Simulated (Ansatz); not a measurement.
Property card for TiAl₂

TiAl2:
```cif
data_Al8Ti4
_chemical_formula_sum 'Ti4 Al8'
_space_group_name_H-M_alt 'P 1'
_space_group_IT_number 1
_cell_length_a 12.39609
_cell_length_b 12.39609
_cell_length_c 12.39609
_cell_angle_alpha 161.664
_cell_angle_beta 161.664
_cell_angle_gamma 26.045
loop_
_space_group_symop_operation_xyz
  'x, y, z'
loop_
_atom_site_label
_atom_site_type_symbol
_atom_site_fract_x
_atom_site_fract_y
_atom_site_fract_z
_atom_site_occupancy
Ti1 Ti 0.67200 0.17200 0.50000 1
Ti2 Ti 0.92200 0.92200 0.00000 1
Ti3 Ti 0.07800 0.07800 0.00000 1
Ti4 Ti 0.82800 0.32800 0.50000 1
Al1 Al 0.41369 0.41369 0.00000 1
Al2 Al 0.16369 0.66369 0.50000 1
Al3 Al 0.33631 0.83631 0.50000 1
Al4 Al 0.58631 0.58631 0.00000 1
Al5 Al 0.24999 0.24999 0.00000 1
Al6 Al 0.99999 0.49999 0.50000 1
Al7 Al 0.50001 0.00001 0.50000 1
Al8 Al 0.75001 0.75001 0.00000 1
```

Space group I4_1/amd (No. 141); conventional cell a = b = 3.950 Å, c = 24.155 Å, α = β = γ = 90.00°.

Method: r²SCAN (plane waves, PAW; program Ansatz). Geometry: relaxed at this level of theory. Other levels are named where they apply.

**Cell and energy**

```json
{
  "volume_per_atom": "15.70 Å³",
  "density": "3.59 g/cm³",
  "Formation energy from the elements (no fitted shifts)": "-473 meV/atom"
}
```

**Electronic structure**

```json
{
 "electronic_character": "metallic (no gap)",
 "Density of states at the Fermi level": "0.31 states/eV per atom (mean over ±0.08 eV)"
}
```

**Mechanics**

```json
{
  "Bulk modulus (Birch–Murnaghan fit)": "117 GPa",
  "Pressure derivative B′": "4.0"
}
```

**Charges**

```json
{
 "bader_charges": "Ti +0.87, Al -0.44 to -0.43 e"
}
```

The workflow started from a Materials Project entry (that database holds measured and hypothetical structures alike); the Crystallography Open Database copy checked does not list it. COD files the formula under space group No. 65. With Ti and Al taken as one species the cell has the higher symmetry Fm-3m, so it may be an ordered model of a mixed-site phase. Whether it is the stable phase at ambient conditions was not checked. Symmetry was held in the r²SCAN relaxation; its stability against distortions is not shown here. The run is not spin-polarised. Axis ratios of metals converge slowly with the k-mesh, so a and c are less sure than the volume. The references are the lowest solids computed at this level, not always the standard phases.

Potentials: the later of the program's two PAW sets.
